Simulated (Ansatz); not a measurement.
Ni interstitial in EuNiGe3

Computed with the plane-wave PAW code Ansatz (scalar-relativistic, PAW set soft_2): PBEsol, collinear spin, 420 eV cutoff, k-mesh 4×4×2 shifted by half a step.

The relaxed host crystal (no gap at this level of theory):

```
CELL_PARAMETERS angstrom
-2.14347 2.14347 4.86151
2.14347 -2.14347 4.86151
2.14347 2.14347 -4.86151
ATOMIC_POSITIONS crystal
Eu 0.00297 0.00297 0.00000
Ge 0.24767 0.74767 0.50000
Ge 0.74767 0.24767 0.50000
Ge 0.58143 0.58143 0.00000
Ni 0.34576 0.34576 0.00000
```

Supercell of 20 atoms, rows of the matrix [[-1,1,0],[-1,-1,-2],[-1,-1,0]] times the cell vectors; Ni interstitial at (0.000, 0.500, 0.500) in fractions of the cell above. Atoms are relaxed at the host's cell, from a start shaken by 0.05 Å near the defect.

Distances from the added Ni (Å), by shell of the perfect crystal:

```csv
shell,perfect crystal,"relaxed, charge 0"
2 Eu,2.14,2.48
2 Ge,2.29,2.31
2 Ge,2.43 (2.41 to 2.45),2.47 (2.36 to 2.59)
2 Ni,2.62,2.55
```

| charge | moment of the cell (μB) | gap of the cell on the mesh (eV) |
| --- | --- | --- |
| 0 | 26.80 | 0.00 |

At charge 0 the unpaired electrons sit on atoms with moments (μB): 4 Eu of 6.45 to 6.65.

Formation energy of the neutral defect: 0.84 eV, taking atoms from and to the elements' standard states (no corrections for gases), so it belongs to those chemical potentials alone.

Relaxed cell at charge 0:

```
EuNiGe3 Ni_i charge 0
1.0
     4.2869   -4.2869    0.0000
    -4.2869   -4.2869    0.0000
     0.0000    0.0000   -9.7230
Eu Ge Ni
4 12 5
Direct
  0.0021 0.5028 0.4971
  0.5370 0.4629 0.9910
  0.4970 0.9977 0.4971
  0.9621 0.0377 0.9910
  0.2495 0.2503 0.2542
  0.7496 0.2503 0.7414
  0.7495 0.7503 0.2542
  0.2496 0.7503 0.7498
  0.7495 0.2503 0.2568
  0.2496 0.2503 0.7521
  0.2495 0.7503 0.2586
  0.7496 0.7503 0.7521
  0.0043 0.5050 0.9167
  0.5017 0.4981 0.4180
  0.4949 0.9956 0.9167
  0.9974 0.0025 0.4180
  0.9992 0.0006 0.6528
  0.5006 0.0014 0.1554
  0.4999 0.4999 0.6528
  0.9984 0.4992 0.1554
  0.2496 0.7503 0.0158
```

Caveats: 4f shell without a U, which puts 4f levels too near the Fermi level; open f or d shells may hold a state above the lowest; small supercell, so energies and levels can be off by tenths of an eV; one random start near the defect, so other minima are possible.
